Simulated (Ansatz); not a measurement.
Space group F-43m (No. 216). a = 6.788 Å, b = 6.788 Å, c = 6.788 Å, α = 90.00°, β = 90.00°, γ = 90.00°
```json
{"atom": "Zr", "site": "4a", "symmetry": "-43m", "x": "0.0000", "y": "0.0000", "z": "0.0000"}
{"atom": "Cu", "site": "4c", "symmetry": "-43m", "x": "0.2500", "y": "0.2500", "z": "0.2500"}
{"atom": "Cu", "site": "16e", "symmetry": ".3m", "x": "0.1242", "y": "0.3758", "z": "0.8758"}
```

Equation of state of this ZrCu5 structure (not necessarily the ground state), with shape and atoms relaxed at each volume where symmetry leaves them free. It has no gap at any of these volumes. All numbers below come from DFT PBEsol, scalar-relativistic, plane waves, PAW (Ansatz).

Plane waves to 420 eV, a k mesh through Γ of 10×10×10 on the computed 6-atom cell and Gaussian smearing (0.10 eV); no spin polarisation.

```tsv
V (Å³/atom)	E − E(largest V) (meV/atom)	P (GPa)
12.250	5.79	11.47
12.641	-14.42	5.27
13.032	-20.72	0.04
13.423	-15.29	-4.36
13.814	0.00	-8.06
```

Question: Fit a third-order Birch–Murnaghan equation to E(V).

Answer: V0 = 13.04 Å³/atom, B0 = 159 GPa, B0' = 4.7.